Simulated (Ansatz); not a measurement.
W₂N in space group P4/mmm (No. 123; W on 1a, W on 1d, N on 1c) under volume change, the program Ansatz at the PBEsol level (PAW), shape and atoms relaxed at each volume.

```csv
V (Å³/atom),E − E(relaxed) (meV/atom),P (GPa)
11.013,(withheld),(withheld)
11.376,55.9,26.07
11.739,13.2,11.97
12.102,0.0,0.00
12.465,11.8,-10.16
12.828,44.9,-18.78
13.191,(withheld),(withheld)
```

Question: Some entries are withheld; supply them.

Answer: 
- 13.191, E − E(relaxed) (meV/atom): 96.0
- 13.191, P (GPa): -26.09
- 11.013, E − E(relaxed) (meV/atom): 133.2
- 11.013, P (GPa): 42.67

Question: What does a third-order Birch–Murnaghan fit give for V₀, B₀ and B′?

Answer: V₀ = 12.10 Å³/atom, B₀ = 367 GPa, B′ = 4.4.

The cell is a constructed one: a structure type filled with these elements; neither database checked (COD, Materials Project) lists it. Whether it is the stable phase at ambient conditions was not checked. The PBEsol relaxation kept the symmetry of its start; of distortions, only those at the zone centre were tested. No spin polarisation was allowed. Spin–orbit coupling is left out wherever it is not named.

Potentials: the earlier of the program's two PAW sets.
